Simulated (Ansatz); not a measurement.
# Course of a relaxation: Mg₃Sn₂Ir

The guess for Mg₃Sn₂Ir was made by a generator: ordered mixture on the second sites of caesium chloride (P4/mmm, No. 123) (occupants of the shared sites, in ratio, Ir: 1, Sn: 2). Lengths were set from tabulated atomic sizes, so they are only a guess.

```cif
data_structure
_symmetry_space_group_name_H-M 'P 1'
_symmetry_Int_Tables_number 1
_cell_length_a 3.6311
_cell_length_b 3.6311
_cell_length_c 10.8934
_cell_angle_alpha 90.000
_cell_angle_beta 90.000
_cell_angle_gamma 90.000
_cell_volume 143.63
loop_
_atom_site_label
_atom_site_type_symbol
_atom_site_fract_x
_atom_site_fract_y
_atom_site_fract_z
_atom_site_occupancy
Mg1 Mg 0.00000 0.00000 0.83333 1
Mg2 Mg 0.00000 0.00000 0.16667 1
Mg3 Mg 0.00000 0.00000 0.50000 1
Sn1 Sn 0.50000 0.50000 0.33333 1
Sn2 Sn 0.50000 0.50000 0.66667 1
Ir1 Ir 0.50000 0.50000 0.00000 1
```

All numbers below come from DFT PBE, scalar-relativistic, plane waves, PAW in Ansatz 0.2.0. Cutoff 420 eV, Gaussian smearing, Γ-centred meshes. Cell and atoms relax first on a coarse mesh and then on a finer one. In between, the cell is made exact in the group found at 0.06 Å. In metals the finer mesh still leaves noise of several meV/atom or more. The steps can't lower the symmetry of their start. No spin polarisation in the relaxation; trial moments died out in a coarse test.

Steps on the 6×6×2 mesh (6 atoms, 11 steps). The free energy counts from the last step; the plane-wave basis is renewed at times, which shifts energy and pressure.

```csv
step,ΔF (meV/atom),V (Å³/atom),P (GPa),largest force component (eV/Å)
1,341.4,23.94,-8.01,1.904
2,153.6,22.21,-5.77,1.250
3,62.2,20.35,-0.25,0.382
4,52.3,20.24,0.59,0.112
5,48.4,20.43,0.27,0.101
6,30.7,20.60,0.29,0.082
7,11.8,20.59,0.77,0.157
8,3.5,20.82,0.20,0.084
9,5.2,21.10,0.14,0.205
10,1.2,21.05,-0.18,0.034
11,0.0,21.05,-0.03,0.034
```

The relaxed structure, after a last relaxation on the converged mesh:

```
Mg Sn Ir
1.0
     3.20514    0.00000    0.00000
     0.00000    3.20514    0.00000
     0.00000    0.00000   12.25323
Mg Sn Ir
3 2 1
Direct
  0.00000 0.00000 0.87944
  0.00000 0.00000 0.12056
  0.00000 0.00000 0.50000
  0.50000 0.50000 0.31667
  0.50000 0.50000 0.68333
  0.50000 0.50000 0.00000
```

The symmetry stays P4/mmm (No. 123). The volume per atom shrinks by 12.4 %, from 23.9 to 21.0 Å³. The shortest distance goes from 3.14 Å (Mg–Ir and Mg–Sn) to 2.71 Å (Mg–Ir). The ratio c/a of the conventional cell changes by a factor of 1.27. The energy falls by about 0.32 eV/atom (the start's value is from the coarse mesh). Around Mg on a site of symmetry 4mm lie 4 Ir at 2.71 Å, 1 Mg at 2.95 Å, 4 Mg at 3.21 Å and 4 Sn at 3.30 Å; around Sn lie 8 Mg at 3.19–3.30 Å and 4 Sn at 3.21 Å; Ir is surrounded by 8 Mg at 2.71 Å and 4 Ir at 3.21 Å; 1 more site not described.

| Property | Result |
| --- | --- |
| Volume per atom | 20.98 Å³ |
| Density | 6.63 g/cm³ |
| Energy over the elements | −0.19 eV/atom |
| Gap on the 12×12×4 mesh of the 6-atom cell | 0 eV (a metal) |

The zero of energy is the elements' standard structures at the same level; no fitted shifts are applied. The references include grey tin.

The last run used Gaussian smearing of 0.10 eV. These runs have no spin–orbit coupling, which can matter for Ir. Symmetry constrained the relaxation, so the result can be a saddle point. In all, the 3 runs took 4.7 min on 1 thread of Intel(R) Xeon(R) Processor @ 2.70GHz, on a shared host.
